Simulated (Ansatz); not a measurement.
Sb$_{2}$Au:
```xyz
12
Lattice="6.7348 0.0000 0.0000 0.0000 6.7348 0.0000 0.0000 0.0000 6.7348" Properties=species:S:1:pos:R:3 pbc="T T T"
Sb     2.5356     0.8318     5.9031
Sb     4.1992     5.9031     0.8318
Sb     0.8318     5.9031     2.5356
Sb     5.9031     0.8318     4.1992
Sb     5.9031     2.5356     0.8318
Sb     0.8318     4.1992     5.9031
Sb     4.1992     4.1992     4.1992
Sb     2.5356     2.5356     2.5356
Au     0.0000     3.3674     3.3674
Au     3.3674     3.3674     0.0000
Au     3.3674     0.0000     3.3674
Au     0.0000     0.0000     0.0000
```

Relaxed with r²SCAN. Special points in fractions of this cell's reciprocal vectors: Γ (0.000, 0.000, 0.000); X (0.000, 0.500, 0.000); M (0.500, 0.500, 0.000); R (0.500, 0.500, 0.500); X1 (0.500, 0.000, 0.000).

### Question
List the band energies nearest the Fermi level at these points for r²SCAN in the plane-wave PAW code Ansatz.

### Answer
In eV from the Fermi level; about four levels below and three above (degenerate sets whole), none deeper than 8.9 eV; points with the same levels are listed once.

```csv
k,below,above
Γ,-1.47 -1.47 -1.47 -0.99 -0.99 -0.99,1.00 2.02 2.02 2.02
X,-1.36 -1.36 -0.22 -0.22,0.52 0.52 1.16 1.16
M,-1.36 -1.36 -1.36 -1.36,0.53 0.53 0.53 0.53
R,-1.05 -1.05 -1.05 -1.05,1.41 1.41 1.41 1.41
```

Space group Pa-3. The workflow started from a Materials Project entry (that database holds measured and hypothetical structures alike); the Crystallography Open Database files this formula in space group No. 205, but the cells were not matched. Whether it is the stable phase at ambient conditions was not checked. Symmetry was held in the r²SCAN relaxation; its stability against distortions is not shown here. Spin–orbit coupling is left out wherever it is not named.

Potentials: the later of the program's two PAW sets.
